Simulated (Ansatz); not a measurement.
**Property card for Se**

Se:
```
CELL_PARAMETERS angstrom
      0.00000     3.14346     3.14346
      3.14346     0.00000     3.14346
      3.14346     3.14346     0.00000
ATOMIC_POSITIONS crystal
  Se 0.00000 0.00000 0.00000
  Se 0.25000 0.25000 0.25000
```

Space group Fd-3m (No. 227), diamond; conventional cell a = 6.287 Å, b = 6.287 Å, c = 6.287 Å, α = 90.00°, β = 90.00°, γ = 90.00°.

Method: r²SCAN in the plane-wave PAW code Ansatz. The cell and atoms are relaxed at this level. Other levels are named where they apply.

### Cell and energy

```yaml
volume_per_atom: 31.06 Å³
density: 4.22 g/cm³
```

### Electronic structure

```yaml
electronic_character: metallic (no gap)
Density of states at the Fermi level: 0.93 states/eV per atom (mean over ±0.08 eV)
Gap with spin–orbit coupling: none (metallic)
```

### Mechanics

```yaml
Bulk modulus (Birch–Murnaghan fit): 42.0 GPa
Pressure derivative B′: 4.0
```

The start of the workflow was typed in or built on a structure type; neither database checked (COD, Materials Project) lists it. It is not the phase usual at ambient conditions (space group No. 152). The cell was relaxed with r²SCAN under the symmetry of its start; whether a distortion lowers the energy is not shown. The volume moved by 26 % from the start of the relaxation. Spin–orbit coupling is left out wherever it is not named.

Potentials: the earlier of the program's two PAW sets.
